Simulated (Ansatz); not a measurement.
ZrSi in space group I4_1md (No. 109; Zr on 4a, Si on 4a) at seven volumes, plane-wave PAW PBE (Ansatz code), shape and atoms relaxed at each. One row is withheld.

```
V (Å³/atom)  P (GPa)
-----------  -------
18.530         11.88
19.141          7.40
19.752             ?
20.363          0.01
20.974         -2.98
21.585         -5.57
22.196         -7.80
```

Problem. Fit the shown pressures and predict the withheld one.

Solution. P = (3/2)B₀(x^(7/2) − x^(5/2))[1 + (3/4)(B′ − 4)(x − 1)] with x = (V₀/V)^(2/3). Least squares on the six rows gives V₀ = 20.366 Å³/atom, B₀ = 106 GPa, B′ = 3.62. At V = 19.752, x = 1.0206 and P = 3.43 GPa. The run itself gave 3.44 GPa.

A made-up cell: these elements were put on the sites of a structure type; neither database checked (COD, Materials Project) lists it. COD files the formula under space group No. 62, 63, so this cell is another polymorph or a model. Its standing as an ambient phase is unchecked. The cell was relaxed with PBE under the symmetry of its start; whether a distortion lowers the energy is not shown. The run is not spin-polarised.

Potentials: the later of the program's two PAW sets.
